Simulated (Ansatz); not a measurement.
InSe$_{2}$: how the k-point mesh moves the results

Level of theory: DFT PBE, scalar-relativistic, plane waves, PAW (Ansatz).

```
CELL_PARAMETERS angstrom
3.89489 0.00000 0.00000
0.00000 3.89489 0.00000
0.00000 0.00000 9.62623
ATOMIC_POSITIONS crystal
In 0.00000 0.50000 0.70647
In 0.50000 0.00000 0.29353
Se 0.00000 0.50000 0.36621
Se 0.50000 0.00000 0.63379
Se 0.00000 0.00000 0.00000
Se 0.50000 0.50000 0.00000
```

```
plane-wave cutoff : 420 eV
occupation rule   : Gaussian smearing, 0.1 eV
spin treatment    : unpolarised
```

The atoms are held and the k-point mesh is swept. Energies are extrapolated to zero smearing and count from the reference run, 16×16×6. The cell isn't necessarily relaxed at this level. The meshes are Γ-centred. Pressure is positive in compression.

Times are rough; the reference took 100 s on 1 thread of Intel(R) Xeon(R) Platinum 8259CL CPU @ 2.50GHz (Skylake/Cascade Lake), on a shared host, peak memory 1.1 GiB.

```
   mesh  ΔE (meV/atom) P (GPa) largest change of a force component (eV/Å) irreducible points wall time (s)
  1×1×1           1133    15.73                                       2.736                   1            1.4
  2×2×1           94.6     2.22                                       0.295                   3            2.4
  4×4×1          -28.2    -0.31                                       0.177                   6            3.9
  4×4×2           7.16     0.20                                       0.095                  12              6
  6×6×2           1.08    -0.21                                       0.103                  20            9.6
  6×6×4           1.33    -0.25                                       0.119                  30             14
  8×8×4          -5.57    -0.15                                       0.052                  45             25
10×10×4           2.10    -0.10                                       0.013                  63             37
12×12×6          -1.50    -0.21                                       0.011                 112             58
14×14×6           0.18    -0.17                                       0.019                 144             74
16×16×6           0.00    -0.17                                       0.000                 180            100
```